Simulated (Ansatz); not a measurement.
**SnSe: energy along a strain**

SnSe, Fm-3m, a = 5.893 Å. This isn't the usual stable structure of the compound. Ansatz: LDA, PAW, 420 eV, Γ-centred 8×8×8 mesh on 2 atoms, Gaussian smearing 0.05 eV; no spin polarisation. Cell vectors (Å): 0.000 2.947 2.947; 2.947 0.000 2.947; 2.947 2.947 0.000. The cell is strained by x per cent times the pattern (0 1 0 0 0 0) in the order xx yy zz yz xz xy (engineering shears), with fractional coordinates held. y is the free energy over the start, V0 = 25.585 Å³/atom.

```tsv
x (%)	y (meV/atom)
-2.00	5.37
-1.50	2.96
-1.00	1.28
-0.50	0.31
0.00	0.00
0.50	0.32
1.00	1.23
1.50	2.68
1.75	3.61
2.00	?
```

Fit y = c1 x + c2 x² + c3 x³ to the other rows, get the stiffness along the pattern, and predict the missing energy.

Least squares on the rows shown. y = 0.02236 x + 1.254 x² − 0.05028 x³. The clamped-ion stiffness p·C·p = 2 × 12.54 eV × 160.2 / 25.585 Å³ = 157 GPa, which is C22 in these axes (C11 of the cubic crystal); c1 is there for the stress left in the start, which by itself gives a slope of 0.02 meV/atom per %. At x = 2.00 the fit asked for gives 4.66 meV/atom. The run gave 4.66 meV/atom, the same to the digits shown.